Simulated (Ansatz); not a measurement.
# TaRu: from a starting cell to a relaxed one

The start is a generated cell, TaRu placed in the AFLOW prototype AB_hP8_194_ad_f (B_i, as in TiAs). The cell and all atomic positions are relaxed at zero pressure with PBE (plane waves to 420 eV, PAW, scalar-relativistic; Ansatz, a program for electronic structure). First-step values are on the input's coarse k-mesh.

Ansatz input (later rounds restart from its end on a renewed k-mesh):
Ansatz 0.2 input:
```yaml
crystal:
  lattice:
    - [3.5189279, 0, 0]
    - [-1.759464, 3.047481, 0]
    - [0, 0, 11.871548]
  atoms:
    - { symbol: Ta, position: [0.33333333, 0.66666667, 0.125] }
    - { symbol: Ta, position: [0.66666667, 0.33333333, 0.625] }
    - { symbol: Ta, position: [0.66666667, 0.33333333, 0.875] }
    - { symbol: Ta, position: [0.33333333, 0.66666667, 0.375] }
    - { symbol: Ru, position: [0, 0, 0] }
    - { symbol: Ru, position: [0, 0, 0.5] }
    - { symbol: Ru, position: [0.33333333, 0.66666667, 0.75] }
    - { symbol: Ru, position: [0.66666667, 0.33333333, 0.25] }
basis: { ecutwfc: 420, ecutrho_ratio: 4, xc_grid: 2, fft_grid_basis: typed }
kpoints: { mp_grid: { grid: [11, 11, 3] } }
hamiltonian:
  xc: pbe
  dispersion: none
  pseudopotentials: { kind: paw }
scf: { occupations: { method: fermi_dirac, width: 0.05 } }
relax: { f_tol: 0.01, max_steps: 100, cell: { stress_tol: 0.02 } }
output: { forces: true, stress: true }
```

- Initial pressure = +29.3 GPa (positive: the cell is compressed)
- Largest initial force = 1.17 eV/Å, on Ta1, Ta2, Ta3, Ta4 (atoms numbered as listed)
- Outcome = The space group stays P6₃/mmc (No. 194) (the run could not lower it), with 8 atoms in the primitive cell
- Energy released = 0.47 eV/atom
- Shortest distances (start → end) = The closest pairs of elements (up to four, under 3.6 Å), start → end: Ru–Ta 2.52 → 2.71 Å; Ta–Ta 2.97 → 3.01 Å; Ru–Ru 3.52 → 3.01 Å
- Band gap at the end = zero (metallic)
- Optimiser moves = 21

The end point of the relaxation:

Space group P6₃/mmc (No. 194); a = b = 3.0081 Å, c = 16.7556 Å, α = β = 90.00°, γ = 120.00°

```csv
atom,site,symmetry,x,y,z
Ta,4f,3m.,0.6667,0.3333,0.1257
Ru,2a,-3m.,0.0000,0.0000,0.0000
Ru,2c,-6m2,0.3333,0.6667,0.2500
```

Final values are on a 18×18×3 k-mesh of the relaxed cell. No spin polarisation in the result.

The run could not lose the symmetry of its start: the end is stationary, and may be a saddle point rather than a minimum.

The relaxed structure here is a generated cell of TaRu: the first start was made by placing the elements on the sites of a structure type, and the end was not matched to a known phase here, so it may be hypothetical.
